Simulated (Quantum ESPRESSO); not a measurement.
## Band energies of PbS

```
PbS
1.0
    2.11266     1.21974     3.45192
   -2.11266     1.21974     3.45192
    0.00000    -2.43949     3.45192
S Pb
1 1
Direct
  0.52496   0.52496   0.52496
  0.01943   0.01943   0.01943
```

PBEsol (pw.x of Quantum ESPRESSO, ONCV potentials, no spin-orbit coupling); path ΓLB1,BZΓX,QFP1Z,LP; energies in eV from the valence-band maximum.

```csv
k (1/Å),point,band 6,band 7,band 8,band 9,band 10,band 11,band 12,band 13
0.00,Γ,-13.37,-6.07,-2.03,-2.03,-2.02,5.09,5.11,5.11
0.34,,-13.08,-6.91,-1.94,-1.94,-1.43,3.08,3.78,3.78
0.68,,-12.41,-8.31,-1.73,-1.73,-0.50,1.08,2.31,2.32
0.91,L,-12.16,-8.73,-1.65,-1.65,0.00,0.35,1.98,1.98
1.12,,-12.08,-8.61,-2.47,-2.02,-0.68,1.03,2.45,3.05
1.44,,-11.80,-8.09,-3.94,-3.72,-0.95,1.93,4.24,4.48
1.65,B1,-11.71,-7.88,-4.26,-4.26,-0.94,2.17,4.62,4.62
1.65,B,-11.71,-7.88,-4.26,-4.26,-0.94,2.17,4.62,4.62
2.08,,-12.00,-8.46,-3.04,-2.57,-0.87,1.39,3.05,3.71
2.40,Z,-12.16,-8.72,-1.65,-1.65,-0.04,0.40,1.98,1.98
2.74,,-12.65,-7.88,-1.80,-1.80,-0.81,1.65,2.70,2.70
3.19,,-13.34,-6.18,-2.02,-2.02,-1.94,4.69,4.89,4.89
3.31,Γ,-13.37,-6.07,-2.03,-2.03,-2.02,5.09,5.11,5.11
3.51,,-13.26,-6.40,-2.15,-1.92,-1.71,3.99,4.35,4.78
3.92,,-12.53,-7.80,-3.11,-1.59,-0.48,1.29,2.41,4.11
4.22,,-11.92,-8.22,-4.09,-2.22,-1.51,2.19,3.00,4.52
4.42,X,-11.76,-7.91,-4.61,-2.79,-2.39,3.29,4.09,4.98
4.42,Q,-11.76,-7.91,-4.61,-2.79,-2.39,3.29,4.09,4.98
4.79,F,-11.76,-7.18,-5.02,-3.28,-3.28,3.83,5.48,5.58
4.92,,-11.75,-7.30,-4.97,-3.23,-3.15,3.86,5.36,5.41
5.17,P1,-11.76,-7.90,-4.61,-2.79,-2.38,3.28,4.09,4.98
5.26,,-11.80,-8.05,-4.40,-2.64,-2.15,2.96,3.76,4.80
5.53,,-12.04,-8.52,-2.93,-2.04,-1.11,1.50,2.60,3.52
5.81,Z,-12.16,-8.72,-1.65,-1.65,-0.04,0.40,1.98,1.98
5.81,L,-12.16,-8.73,-1.65,-1.65,0.00,0.35,1.98,1.98
6.09,,-12.03,-8.53,-2.93,-2.04,-1.11,1.50,2.61,3.51
6.45,P,-11.76,-7.90,-4.61,-2.79,-2.38,3.28,4.09,4.98
```

The PBEsol gap is direct, 0.35 eV at L.

Spin-orbit coupling is left out; with 6p states at a band edge it can lower the gap by many tenths of an eV, most of a small gap.

Geometry of the Materials Project entry, not relaxed at this level.

This is not the ordinary phase of the substance; no match was found in the copy of COD used, and its stability was not checked.
